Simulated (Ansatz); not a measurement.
According to the program Ansatz at the PBEsol level (PAW), TaAs2 in the orthorhombic phase (Cmc2_1; Ta on 4a, As on 4a, As on 4a) relaxes to a = 3.413 Å, b = 11.882 Å, c = 5.285 Å. Against the elements it lies at -36 kJ/mol-atom, with no fitted shifts.

Electronic character: metallic (no gap).

The start of the workflow was typed in or built on a structure type; neither database checked (COD, Materials Project) lists it. Whether it is the stable phase at ambient conditions was not checked. The PBEsol relaxation kept the symmetry of its start; its stability against distortions is not shown here. The run is not spin-polarised. The volume moved by -20 % from the start of the relaxation. The references are the lowest solids computed at this level, not always the standard phases. Spin–orbit coupling is left out wherever it is not named.

Potentials: the earlier of the program's two PAW sets. The files were generated under PBE; for other functionals the program regenerates the frozen cores, and for LDA and PBEsol the local potential too.
